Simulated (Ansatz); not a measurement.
Relaxed-ion elastic tensor of Al (A15 (β-W type), Pm-3n) in GPa (Voigt order), the program Ansatz at the r²SCAN level (PAW); density 2.75 g/cm³, 16.30 Å³ per atom.

|  | 1 | 2 | 3 | 4 | 5 | 6 |
|---|---|---|---|---|---|---|
| 1 | 168 | 47.1 | 47.1 | 0.0 | 0.0 | 0.0 |
| 2 | 47.1 | 168 | 47.1 | 0.0 | 0.0 | 0.0 |
| 3 | 47.1 | 47.1 | 168 | 0.0 | 0.0 | 0.0 |
| 4 | 0.0 | 0.0 | 0.0 | 7.1 | 0.0 | 0.0 |
| 5 | 0.0 | 0.0 | 0.0 | 0.0 | 7.1 | 0.0 |
| 6 | 0.0 | 0.0 | 0.0 | 0.0 | 0.0 | 7.1 |

Problem. Is the crystal mechanically stable?

Solution. Yes: the smallest eigenvalue of C is 7.1 GPa.

Problem. Work out the Voigt, Reuss and Hill averages.

Solution. K_V = 87.5, K_R = 87.5, K_H = 87.5; G_V = 28.5, G_R = 11.0, G_H = 19.7 GPa.

Problem. Give Young's modulus, Poisson's ratio, Pugh's ratio and the universal anisotropy index.

Solution. E = 9KG/(3K + G) = 55.1 GPa; ν = 0.40; K/G = 4.43 (ductile by the Pugh limit of 1.75); A_U = 5G_V/G_R + K_V/K_R − 6 = 8.00.

Problem. Estimate the sound speeds and the Debye temperature.

Solution. v_l = √((K + 4G/3)/ρ) = 6440 m/s, v_t = √(G/ρ) = 2680 m/s, mean 3030 m/s; Θ = (h/k)(3n/4πV)^(1/3) v_m = 356 K.

Problem. Give the Zener ratio and Young's modulus along [100], [110] and [111].

Solution. A = 2C44/(C11 − C12) = 0.12; 1/E = S11 − 2(S11 − S12 − S44/2)Γ with Γ = 0, 1/4, 1/3 gives 148, 26.4, 20.7 GPa.

Problem. Solve the Christoffel equation for the three sound speeds along [100], [110], [111].

Solution. Eigenvalues of C_ijkl n_j n_l equal ρv². In km/s, slowest first: [100] 1.61, 1.61, 7.83; [110] 1.61, 4.70, 6.46; [111] 3.95, 3.95, 5.94.

The start of the workflow was typed in or built on a structure type; neither database checked (COD, Materials Project) lists it. It is not the phase usual at ambient conditions (space group No. 225). The cell was relaxed with r²SCAN under the symmetry of its start; whether a distortion lowers the energy is not shown. As this level gives no gap, shear constants depend on the k-mesh and smearing (Fermi–Dirac, 0.1 eV here).

Potentials: the later of the program's two PAW sets.
